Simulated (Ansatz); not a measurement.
Relaxed-ion elastic tensor of Sb (A7 (α-As type), space group No. 166) in GPa (Voigt order), the program Ansatz at the r²SCAN level (PAW); density 6.40 g/cm³, 31.58 Å³ per atom.

```
 90.4   26.4   19.6  -17.9    0.0    0.0
 26.4   90.4   19.6   17.9    0.0    0.0
 19.6   19.6   29.5    0.0    0.0    0.0
-17.9   17.9    0.0   28.6    0.0    0.0
  0.0    0.0    0.0    0.0   28.6  -17.9
  0.0    0.0    0.0    0.0  -17.9   32.0
```

**Question.** Is the crystal mechanically stable?

**Answer.** Yes: the smallest eigenvalue of C is 12.4 GPa.

**Question.** Work out the Voigt, Reuss and Hill averages.

**Answer.** K_V = 37.9, K_R = 27.5, K_H = 32.7; G_V = 27.5, G_R = 17.3, G_H = 22.4 GPa.

**Question.** Give Young's modulus, Poisson's ratio, Pugh's ratio and the universal anisotropy index.

**Answer.** E = 9KG/(3K + G) = 54.7 GPa; ν = 0.22; K/G = 1.46 (brittle by the Pugh limit of 1.75); A_U = 5G_V/G_R + K_V/K_R − 6 = 3.31.

**Question.** Estimate the sound speeds and the Debye temperature.

**Answer.** v_l = √((K + 4G/3)/ρ) = 3130 m/s, v_t = √(G/ρ) = 1870 m/s, mean 2070 m/s; Θ = (h/k)(3n/4πV)^(1/3) v_m = 195 K.

**Question.** How much does each axis shrink under pressure?

**Answer.** Linear compressibilities β_i = Σ_j S_ij (j = 1 to 3): x 3.7, y 3.7, z 29 per TPa.

Space group R-3m (A7 (α-As type)). Symmetry was held in the r²SCAN relaxation; of distortions, only those at the zone centre were tested. As this level gives no gap, shear constants depend on the k-mesh and smearing (Fermi–Dirac, 0.1 eV here). Scalar-relativistic: spin–orbit coupling is off unless named, which matters more the heavier the elements.

Potentials: the later of the program's two PAW sets.
